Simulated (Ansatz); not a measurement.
A generated cell, not matched to a known phase here, of TiNi2: Fddd, origin choice 1 (No. 70), oF24; a = 4.514 Å, b = 7.560 Å, c = 8.417 Å, α = β = γ = 90.00°; Ni 16f (0.000, 0.335, 0.000); Ti 8a (0.000, 0.000, 0.000). These are PBEsol (plane waves to 420 eV, PAW, scalar-relativistic; Ansatz, a first-principles code) values and carry that method's errors. Element references, the lowest calculated here: Ni (Fm-3m, ferromagnetic), Ti (P6₃/mmc).

Total energies (eV/atom, σ → 0; comparable only within this code, potentials and settings):

| phase | E (eV/atom) |
|---|---|
| TiNi2 (Fddd) | -4695.064 |
| Ni (Fm-3m) | -5804.974 |
| Ti (P6₃/mmc) | -2473.897 |

Problem. What is the formation energy of this Fddd form of TiNi2 from the elements?

Solution. E_f = -4695.064 − [1 × (-2473.897) + 2 × (-5804.974)] / 3 = -0.45 eV/atom (-1.3 eV per formula unit).

A lower structure of this composition may exist, and whether it forms at all is not checked here.

Static energies, no anion corrections, no zero-point energy. Values are rounded to 0.01 eV/atom. Not shown to be the ambient phase of their composition (a lower form may be missing, and a cell relaxed within its start's symmetry can be a saddle point): TiNi2 (Fddd). The compounds carry no spin polarisation. A magnetic state may lie lower.
